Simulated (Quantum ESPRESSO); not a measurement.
# Mg4OS3: input and log of a self-consistent run

A calculation, not a measurement. The program is pw.x of Quantum ESPRESSO 7.5 (plane-wave density functional theory). The cell is made up: 8 atoms on a wurtzite lattice, with randomly drawn elements, strain and displacements, not relaxed. PseudoDojo standard norm-conserving files (v0.5 for PBE, v0.4.1 for LDA and PBEsol) set the functional; there is no spin polarisation, spin-orbit coupling or dispersion term, and the masses in the input are unused placeholders.

Input:

```
&control calculation='scf', pseudo_dir='./dojo.nc.sr.pbe.v0_5.standard.upf', outdir='./o', disk_io='low', tprnfor=.true., tstress=.true. /
&system ibrav=0, nat=8, ntyp=3, nbnd=38, ecutwfc=105.61755193, nosym=.true., tot_charge=0,
 occupations='smearing', smearing='fd', degauss=0.0018374661
/
&electrons conv_thr=7.350e-09, electron_maxstep=60, /
ATOMIC_SPECIES
Mg 1.0 Mg.upf
O 1.0 O.upf
S 1.0 S.upf
CELL_PARAMETERS angstrom
4.1735 -0.0291 0.0096
-0.0503 7.2358 0.0311
0.0157 0.0293 6.6729
ATOMIC_POSITIONS angstrom
Mg -0.0204 0.1821 0.1149
Mg 1.9767 3.5838 -0.0171
Mg 1.8823 1.2875 3.3575
Mg 0.0269 4.9375 3.3539
O 0.0613 -0.0754 2.5209
S 2.0722 3.696 2.5371
S 2.0956 1.2347 5.7341
S 0.0041 4.9871 5.9081
K_POINTS automatic
6 6 6 1 1 1
```

The log is shortened where brackets say so; the opening notice, blank lines, dates and the lines on written files are dropped, and the path of the files is cut. It prints rydbergs, bohrs and kilobars, and counts compression as positive stress. With no partly filled state, the Fermi energy that it prints is only some level between the filled and the empty states on the mesh, and need not lie in the true gap.

```
     Program PWSCF v.7.5
     Parallel version (MPI & OpenMP), running on       4 processor cores
     Number of MPI processes:                 4
     Threads/MPI process:                     1
     [start-up lines left out]
     bravais-lattice index     =            0
     lattice parameter (alat)  =       7.8870  a.u.
     unit-cell volume          =    1359.7734 (a.u.)^3
     number of atoms/cell      =            8
     number of atomic types    =            3
     number of electrons       =        64.00
     number of Kohn-Sham states=           38
     kinetic-energy cutoff     =     105.6176  Ry
     charge density cutoff     =     422.4702  Ry
     scf convergence threshold =      7.3E-09
     mixing beta               =       0.7000
     number of iterations used =            8  plain     mixing
     Exchange-correlation= PBE
                           (   1   4   3   4   0   0   0)
     [axes and pseudopotential details left out]
   Cartesian axes
     site n.     atom                  positions (alat units)
         1        Mg     tau(   1) = (  -0.0048879   0.0436313   0.0275301  )
         2        Mg     tau(   2) = (   0.4736185   0.8586806  -0.0040972  )
         3        Mg     tau(   3) = (   0.4510002   0.3084858   0.8044590  )
         4        Mg     tau(   4) = (   0.0064453   1.1830279   0.8035964  )
         5        O      tau(   5) = (   0.0146875  -0.0180659   0.6040091  )
         6        S      tau(   6) = (   0.4965003   0.8855638   0.6078906  )
         7        S      tau(   7) = (   0.5021070   0.2958348   1.3738937  )
         8        S      tau(   8) = (   0.0009824   1.1949121   1.4155842  )
     number of k points=   108  Fermi-Dirac smearing, width (Ry)=  0.0018
     Number of k-points >= 100: set verbosity='high' to print them.
     Dense  grid:   199373 G-vectors     FFT dimensions: (  54,  90,  90)
     Estimated max dynamical RAM per process >     630.48 MB
     Estimated total dynamical RAM >       2.32 GB
     Initial potential from superposition of free atoms
     starting charge      63.9967, renormalised to      64.0000
     Starting wfcs are   36 randomized atomic wfcs +    2 random wfcs
     total cpu time spent up to now is        8.8 secs
     per-process dynamical memory:   543.8 Mb
     Self-consistent Calculation
     iteration #  1     ecut=   105.62 Ry     beta= 0.70
     Davidson diagonalization with overlap
     ethr =  1.00E-02,  avg # of iterations =  6.5
     total cpu time spent up to now is       37.8 secs
     total energy              =    -574.27883263 Ry
     estimated scf accuracy    <       1.32702574 Ry
     iteration #  2     ecut=   105.62 Ry     beta= 0.70
     Davidson diagonalization with overlap
     ethr =  2.07E-03,  avg # of iterations =  5.4
     total cpu time spent up to now is       64.8 secs
     total energy              =    -573.43093971 Ry
     estimated scf accuracy    <       7.69619878 Ry
     iteration #  3     ecut=   105.62 Ry     beta= 0.70
     Davidson diagonalization with overlap
     ethr =  2.07E-03,  avg # of iterations =  4.0
     total cpu time spent up to now is       90.8 secs
     total energy              =    -574.88751371 Ry
     estimated scf accuracy    <       0.47966934 Ry
     iteration #  4     ecut=   105.62 Ry     beta= 0.70
     Davidson diagonalization with overlap
     ethr =  7.49E-04,  avg # of iterations =  2.0
     total cpu time spent up to now is      111.7 secs
     total energy              =    -574.90028223 Ry
     estimated scf accuracy    <       0.09687177 Ry
     iteration #  5     ecut=   105.62 Ry     beta= 0.70
     Davidson diagonalization with overlap
     ethr =  1.51E-04,  avg # of iterations =  2.2
     total cpu time spent up to now is      132.7 secs
     total energy              =    -574.90184191 Ry
     estimated scf accuracy    <       0.01464760 Ry
     [iterations 6 to 7 left out]
     iteration #  8     ecut=   105.62 Ry     beta= 0.70
     Davidson diagonalization with overlap
     ethr =  4.37E-08,  avg # of iterations =  2.9
     total cpu time spent up to now is      209.5 secs
     total energy              =    -574.90455695 Ry
     estimated scf accuracy    <       0.00000484 Ry
     iteration #  9     ecut=   105.62 Ry     beta= 0.70
     Davidson diagonalization with overlap
     ethr =  7.56E-09,  avg # of iterations =  2.0
     total cpu time spent up to now is      231.4 secs
     total energy              =    -574.90455775 Ry
     estimated scf accuracy    <       0.00000052 Ry
     iteration # 10     ecut=   105.62 Ry     beta= 0.70
     Davidson diagonalization with overlap
     ethr =  8.16E-10,  avg # of iterations =  2.6
     total cpu time spent up to now is      254.8 secs
     total energy              =    -574.90455787 Ry
     estimated scf accuracy    <       0.00000002 Ry
     iteration # 11     ecut=   105.62 Ry     beta= 0.70
     Davidson diagonalization with overlap
     ethr =  3.67E-11,  avg # of iterations =  3.7
     total cpu time spent up to now is      280.2 secs
     total energy              =    -574.90455788 Ry
     estimated scf accuracy    <       0.00000001 Ry
     iteration # 12     ecut=   105.62 Ry     beta= 0.70
     Davidson diagonalization with overlap
     ethr =  1.71E-11,  avg # of iterations =  2.1
     total cpu time spent up to now is      303.6 secs
     End of self-consistent calculation
     Number of k-points >= 100: set verbosity='high' to print the bands.
     the Fermi energy is     3.6965 ev
!    total energy              =    -574.90455788 Ry
     estimated scf accuracy    <          1.8E-10 Ry
     smearing contrib. (-TS)   =      -0.00000000 Ry
     internal energy E=F+TS    =    -574.90455788 Ry
     The total energy is F=E-TS. E is the sum of the following terms:
     one-electron contribution =    -443.84490447 Ry
     hartree contribution      =     218.32183306 Ry
     xc contribution           =     -90.40453706 Ry
     ewald contribution        =    -258.97694942 Ry
     convergence has been achieved in  12 iterations
     Forces acting on atoms (cartesian axes, Ry/au):
     atom    1 type  1   force =     0.00506961   -0.03180130    0.04337294
     atom    2 type  1   force =     0.01090974    0.02212977   -0.00381926
     atom    3 type  1   force =    -0.01760566   -0.04434263   -0.04842621
     atom    4 type  1   force =    -0.00446721    0.05338373   -0.01610307
     atom    5 type  2   force =     0.01729345    0.01724858   -0.01413842
     atom    6 type  3   force =    -0.00004235   -0.01506033   -0.00177021
     atom    7 type  3   force =    -0.00208291    0.00868884    0.04126984
     atom    8 type  3   force =    -0.00907468   -0.01024666   -0.00038561
     Total force =     0.119536     Total SCF correction =     0.000023
     Computing stress (Cartesian axis) and pressure
          total   stress  (Ry/bohr**3)                   (kbar)     P=      -78.99
  -0.00049645  -0.00004729  -0.00002990          -73.03       -6.96       -4.40
  -0.00004729  -0.00061243   0.00001636           -6.96      -90.09        2.41
  -0.00002990   0.00001636  -0.00050200           -4.40        2.41      -73.85
     init_run     :      8.19s CPU      8.70s WALL (       1 calls)
     electrons    :    292.66s CPU    294.81s WALL (       1 calls)
     forces       :      3.49s CPU      3.54s WALL (       1 calls)
     stress       :     12.22s CPU     12.67s WALL (       1 calls)
     [timing details left out]
     PWSCF        :   5m16.81s CPU   5m20.18s WALL
     JOB DONE.
```

In other units: free energy -7821.975 eV for the cell, pressure -7.90 GPa, largest force component 1.373 eV/Å. This run is the check on a run of the same cell at 1143 eV and a 4 x 4 x 4 mesh: rerunning at 1437 eV and a 6 x 6 x 6 mesh moved values by no more than 0.004 eV in energy, 0.06 GPa in stress and 0.009 eV/Å in force.